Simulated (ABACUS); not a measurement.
ABACUS run on AgNO3 (R3m, 5 atoms in the cell; from Materials Project mp-8196, lattice scaled a little): self-consistent single point.

Level of theory: LDA (PW92), PseudoDojo 0.4 standard norm-conserving LDA (tails mended) pseudopotentials (plane waves; ABACUS 3.10.1).

```yaml
crystal:
  lattice:
    - [2.59870, 1.50036, 2.88738]
    - [-2.59870, 1.50036, 2.88738]
    - [0.00000, -3.00072, 2.88738]
  atoms:
    - { symbol: Ag, position: [0.99804, 0.99804, 0.99804] }
    - { symbol: N, position: [0.57411, 0.57411, 0.57411] }
    - { symbol: O, position: [0.43488, 0.43488, 0.85948] }
    - { symbol: O, position: [0.85948, 0.43488, 0.43488] }
    - { symbol: O, position: [0.43488, 0.85948, 0.43488] }
```

Reference input (self-consistent single point, DFT, LDA (PW92), plane waves, PseudoDojo 0.4 standard norm-conserving LDA (tails mended) pseudopotentials): KPT = Gamma 6 6 6 0 0 0; basis_type = pw; dft_functional = PWLDA; ecutwfc = 86 Ry; smearing_method = gaussian; smearing_sigma = 0.00146997 Ry; potentials = PseudoDojo 0.4 standard norm-conserving LDA (tails mended); symmetry = 1; symmetry_prec = 1e-05; ks_solver = cg; scf_nmax = 100; scf_thr = 1.0e-09 Ry. This run's input differs from it in these lines:

```diff
@@ -6,3 +6,3 @@
 dft_functional       PWLDA
-ecutwfc              86.0
+ecutwfc              51.6
 symmetry             1
```

Output, abridged:

```
 SELF-CONSISTENT
 -------------------------------------------
                                 init_chg = atomic

 PW ALGORITHM --------------- ION=   1  ELEC=   1--------------------------------

 Density error is 0.63971697084
                          Error Threshold = 0.01
 E_KohnSham     -428.8983002993      -5835.4607465862
 E_Fermi        0.3994335251         5.4345719140

 PW ALGORITHM --------------- ION=   1  ELEC=   2--------------------------------

 Density error is 0.0506488032343
                          Error Threshold = 0.00152313564486
 E_KohnSham     -429.0423493190      -5837.4206340450
   [... lines left out ...]

 Density error is 1.64513791384e-08
                          Error Threshold = 6.40227478727e-11
 E_KohnSham     -429.0421164083      -5837.4174651323
 E_Fermi        0.3680522493         5.0076077518

 PW ALGORITHM --------------- ION=   1  ELEC=  12--------------------------------

 Density error is 7.05877739685e-10
                          Error Threshold = 3.91699503295e-11
 E_KohnSham     -429.0421164100      -5837.4174651548
 E_KS(sigma->0) -429.0421164100      -5837.4174651548
 E_entropy(-TS) -0.0000000000        -0.0000000000
 E_Fermi        0.3680495935         5.0075716184
 charge density convergence is achieved
 final etot is -5837.4174652 eV
 EFERMI = 5.0075716184 eV

 STATE ENERGY(eV) AND OCCUPATIONS    NSPIN == 1
   [... 28 lines left out ...]

 TOTAL-FORCE (eV/Angstrom)
                       Ag1         0.0000000000         0.0000000000         0.0393970667
                        N1         0.0000000000         0.0000000000         0.0175531973
                        O1         0.0000000000         0.9958938329        -0.0189834214
                        O2        -0.8624694813        -0.4979469197        -0.0189834214
                        O3         0.8624694813        -0.4979469197        -0.0189834214

 TOTAL-STRESS (KBAR)
      -575.6209892454         0.0000000000         0.0000000000
         0.0000000000      -575.6211503092         0.0000664515
         0.0000000000         0.0000664515      -508.8274876986
 TOTAL-PRESSURE: -553.356542 KBAR

 --------------------------------------------
 !FINAL_ETOT_IS -5837.4174651547718895 eV
 --------------------------------------------
```

The run converged in 12 iterations. Against the reference run the free energy rises by 703 meV/atom, the pressure goes from -9.90 to -55.34 GPa, the largest force goes from 1.118 to 0.996 eV/Å and the gap on the mesh hardly changes (1.530 to 1.532 eV).

This run is one point of a test of settings, so its values need not be converged; read them against the reference run alone. The structure comes from a collection of computed structures, made at another level of theory; the collection holds predicted forms beside known ones. Its lattice was then scaled.

Cost on one core: very roughly 50 core-seconds.

At a cut-down plane-wave cutoff the stress holds a Pulay term: a spurious tension from the incomplete basis, which lowers the pressure; energies, forces and gaps of such rows are unconverged too.

“Tails mended”: in these copies of the files the far tail of each local potential was reset to the Coulomb form.
